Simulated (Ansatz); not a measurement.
ZrAg in space group Cmcm (No. 63; Zr on 4c, Ag on 4c), DFT-PBE in the program Ansatz with PAW potentials, all energies at zero smearing, with the estimated change up to a 700 eV cutoff added, with one set of potentials and settings (totals compare only within such a set). Cell of 4 atoms (2 Zr, 2 Ag): -23549.014 eV.

| element | reference phase | E (eV/atom) |
|---|---|---|
| Zr | P6_3/mmc, 2 atoms in the cell | -4183.8611 |
| Ag | R-3m, 3 atoms in the cell | -7590.6139 |

Formation energy per atom, worked out: (-23549.014 − 2×(-4183.8611) − 2×(-7590.6139))/4 = -0.016 eV/atom (-2 kJ per mol of atoms), at 0 K, without zero-point energy or fitted corrections.

The start of the workflow was typed in or built on a structure type; neither database checked (COD, Materials Project) lists it. COD files the formula under space group No. 129, so this cell is another polymorph or a model. Whether it is the stable phase at ambient conditions was not checked. The PBE relaxation kept the symmetry of its start; whether a distortion lowers the energy is not shown. The run is not spin-polarised. The references are the lowest solids computed at this level, not always the standard phases.

Potentials: the earlier of the program's two PAW sets.
